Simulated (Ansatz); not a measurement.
MgH$_{2}$ (rutile)

```
CELL_PARAMETERS angstrom
      4.48439     0.00000     0.00000
      0.00000     4.48439     0.00000
      0.00000     0.00000     2.99668
ATOMIC_POSITIONS crystal
  Mg 0.00000 0.00000 0.00000
  Mg 0.50000 0.50000 0.50000
  H  0.30469 0.30469 0.00000
  H  0.80469 0.19531 0.50000
  H  0.19531 0.80469 0.50000
  H  0.69531 0.69531 0.00000
```

Scan: atom 5 (H, nearest neighbour Mg at 1.932 Å; its periodic images, 3.0 Å or more away, move with it) is displaced along Cartesian x, direction (1.000, 0.000, 0.000) in Cartesian axes, by s. The other atoms stay.

Level of theory: r2SCAN (plane waves to 500 eV, PAW, scalar-relativistic; Ansatz, a quantum-chemistry and plane-wave program). k mesh 6×6×9 (Γ-centred), Fermi-Dirac smearing 0.05 eV. F∥ is the force on the atom along that direction. MgH2 was relaxed with its symmetry unable to fall. 

```json
[
 {"s (Å)": "-0.580", "F∥ (eV/Å)": "1.576"},
 {"s (Å)": "-0.464", "F∥ (eV/Å)": "1.381"},
 {"s (Å)": "-0.348", "F∥ (eV/Å)": "1.125"},
 {"s (Å)": "-0.232", "F∥ (eV/Å)": "0.806"},
 {"s (Å)": "-0.116", "F∥ (eV/Å)": "0.429"},
 {"s (Å)": "0.000", "F∥ (eV/Å)": "0.001"},
 {"s (Å)": "0.116", "F∥ (eV/Å)": "-0.470"},
 {"s (Å)": "0.232", "F∥ (eV/Å)": "-0.972"},
 {"s (Å)": "0.348", "F∥ (eV/Å)": "-1.490"},
 {"s (Å)": "0.464", "F∥ (eV/Å)": "-2.003"},
 {"s (Å)": "0.580", "F∥ (eV/Å)": "-2.482"}
]
```

### Question
What is the force constant k = d²E/ds² of this move at s = 0?

### Answer
3.89 eV/Å². The forces along the line at the two nearest points give (0.429 − (-0.470)) / (2·0.116) = 3.88 eV/Å²; the next pair corrects for the finite step.

(A displaced cell: forces are minus the slopes of the energy, force constants its curvatures, and phonons follow from these.)
